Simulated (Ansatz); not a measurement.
Frames from the relaxation of a relaxed Ir cell, doubled along one cell vector, shaken by Gaussian noise of σ = 0.08 Å a coordinate, as extended XYZ (Å, eV, eV/Å, GPa with compression positive). Computed with r2SCAN (plane waves to 500 eV, PAW, scalar-relativistic; Ansatz, a program for electronic structure). Γ-centred k-mesh 10×5×10 on the run's cell (coarser than for final values), Fermi–Dirac smearing 0.05 eV.

```xyz
4
Lattice="0.0000 2.7630 2.7630 5.5261 0.0000 5.5261 2.7630 2.7630 0.0000" Properties=species:S:1:pos:R:3:forces:R:3 pbc="T T T" step=1 free_energy=-47794.903 pressure=7.3 accepted=T
Ir     3.9839     4.1909     3.9356    5.0138    1.8847    5.1756
Ir     6.9353     4.2230     7.0558   -0.5730   -0.7508   -1.9820
Ir     2.8316     2.8147     2.7813   -3.5078   -3.3013   -3.6176
Ir     5.5309     2.7598     5.5715   -0.9330    2.1674    0.4239
4
Lattice="0.0056 2.7910 2.7863 5.5322 0.0545 5.5292 2.7831 2.7863 0.0103" Properties=species:S:1:pos:R:3:forces:R:3 pbc="T T T" step=2 free_energy=-47796.099 pressure=-1.8 accepted=T
Ir     4.1378     4.2110     4.0996    0.4906    0.2060    0.4766
Ir     6.9095     4.3135     7.0092   -0.2620   -0.1118   -0.7347
Ir     2.7890     2.8229     2.7385   -0.1362   -0.5253   -0.0246
Ir     5.5236     2.8921     5.5892   -0.0923    0.4310    0.2827
4
Lattice="-0.0005 2.7669 2.7623 5.5109 0.0054 5.5181 2.7571 2.7653 0.0011" Properties=species:S:1:pos:R:3:forces:R:3 pbc="T T T" step=3 free_energy=-47796.142 pressure=0.7 accepted=T
Ir     4.1238     4.1789     4.1267   -0.0174    0.0480   -0.0391
Ir     6.8664     4.2145     6.9174    0.0656   -0.0754    0.0272
Ir     2.7459     2.7976     2.7420   -0.0098   -0.0041    0.0508
Ir     5.4955     2.8248     5.5411   -0.0385    0.0315   -0.0389
```

The path has 20 moves and ends in I4₁/amd (No. 141), 0.31 eV/atom below its start. Free energies are of the whole cell and compare only within this code, potentials and settings.  No spin polarisation in the result.

The end of the path is a generated cell of Ir: the first start was made by placing the elements on the sites of a structure type, and the end was not matched to a known phase here, so it may be hypothetical. Known forms of Ir include space group No. 225.
